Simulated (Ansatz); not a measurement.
## In$_{2}$O$_{3}$: a fit and a missing row

In$_{2}$O$_{3}$, R-3c, a = 5.508 Å, c = 14.560 Å. This isn't the usual stable structure of the compound. Ansatz: r2SCAN, PAW, 500 eV, Γ-centred 6×6×6 mesh on 10 atoms, Gaussian smearing 0.02 eV; no spin polarisation. Shape and atoms are relaxed at each volume; pressure is positive in compression.

| V (Å³/atom) | P (GPa) |
| --- | --- |
| 11.986 | 12.13 |
| 12.369 | 5.63 |
| 12.751 | 0.01 |
| 13.134 | -4.80 |
| 13.516 | ? |

Problem. Take V0 = 12.751 Å³/atom, count pressures from its P0 = 0.01 GPa, fit the third-order Birch–Murnaghan form to the other rows, and predict the missing pressure.

Solution. With the Eulerian strain f = ½[(V0/V)^(2/3) − 1] and y = (P − P0)/[3f(1 + 2f)^(5/2)], the form is the line y = B0 + 1.5 B0 (B0′ − 4) f. Rows (f, y): 0.02105, 173.1; 0.01024, 173.9; -0.00977, 172.4. Means f = 0.007173, y = 173.13; Σ(Δf)² = 0.0004890, ΣΔfΔy = 0.01431; the slope is their ratio. y = 172.9 + 29.27 f GPa, so B0 = 172.9 GPa and B0′ = 4 + 2 × (29.27)/(3 × 172.9) = 4.11. At V = 13.516, f = -0.01905, y = 172.34 and P = -8.93 GPa. The run gave -8.92 GPa, so the fit is 0.01 GPa too low, within the rms miss on the fitted rows (0.02 GPa). The form still works here, 33 % of the fitted range beyond its end.